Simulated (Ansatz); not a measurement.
## Cs, first-principles data

Cs (fcc (Cu type), Fm-3m), a = b = c = 7.9123 Å, α = β = γ = 90.00°; the cell used has 1 atom.

Space group Fm-3m (No. 225), fcc (Cu type); conventional cell a = b = c = 7.912 Å, α = β = γ = 90.00°.

Method: r²SCAN (plane waves, PAW; program Ansatz). Geometry: relaxed at this level of theory. Other levels are named where they apply.

Cell and energy:

```json
{
 "volume_per_atom": "123.84 Å³",
 "density": "1.78 g/cm³"
}
```

Electronic structure:

```json
{
 "electronic_character": "metallic (no gap)",
 "Density of states at the Fermi level": "1.2 states/eV per atom (mean over ±0.08 eV)",
 "Gap with spin–orbit coupling": "none (metallic)"
}
```

Mechanics:

```json
{
 "Bulk modulus (Birch–Murnaghan fit)": "1.8 GPa",
 "Pressure derivative B′": "3.2",
 "Elastic constants (relaxed ions, GPa)": "C11 = 1.9, C12 = 1.7, C44 = 1.3",
 "mechanical_stability": "marginal (the smallest eigenvalue of C is near zero)"
}
```

The first step of the workflow began from a Materials Project structure, measured or hypothetical; the Crystallography Open Database files this formula in space group No. 225, but the cells were not matched. It is not the phase usual at ambient conditions (space group No. 229). The r²SCAN relaxation kept the symmetry of its start; its stability against distortions is not shown here. As this level gives no gap, shear constants depend on the k-mesh and smearing (Fermi–Dirac, 0.1 eV here). Spin–orbit coupling is left out wherever it is not named.

Potentials: the earlier of the program's two PAW sets.
